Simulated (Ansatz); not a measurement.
These are results of DFT PBE, scalar-relativistic, plane waves, PAW, and for the lanthanide a 4f-in-core norm-conserving potential, in Ansatz, not measurements. Settings: cutoff 690 eV, Γ-centred meshes spaced at most about 0.3 Å⁻¹, and about 0.25 Å⁻¹ or finer for metals (2π included), Gaussian smearing. No spin polarisation in the final relaxations.

All energies are static (0 K, no zero-point motion).

Two relaxed structures of Tb₄S:

A. Space group I4/mmm (No. 139), tetragonal, a = 7.168 Å, c = 6.616 Å. Tb has 1 S at 2.58 Å, 2 Tb at 3.31 Å and 4 Tb at 3.51–3.65 Å; S is surrounded by 4 Tb at 2.58 Å.

B. Space group Im-3m (No. 229), cubic, a = 6.600 Å. Around Tb lie 2 S at 2.86 Å and 6 Tb at 3.30 Å; S has 8 Tb at 2.86 Å.

Problem. Which is lower in energy, and by how much?

Solution. B is lower, by 0.36 eV/atom. A has space group I4/mmm (No. 139), 34.0 Å³/atom and no gap on its mesh; B has space group Im-3m (No. 229), 28.7 Å³/atom and no gap. Counting Tb atoms around S (those within 1.25 times the shortest such distance or 1.15 times the sum of covalent radii, 1.27 where that leaves under three), A has S 4 and B has S 8. The denser one is the lower, and pressure would at first widen the difference. Both come from invented guesses. A third cell relaxed alike, in Pm-3m, lies 0.41 eV/atom below the lower of the two.

Cells relaxed within their symmetry can be saddle points.

The lanthanide is trivalent by construction, without f bands, f moments or other valences.
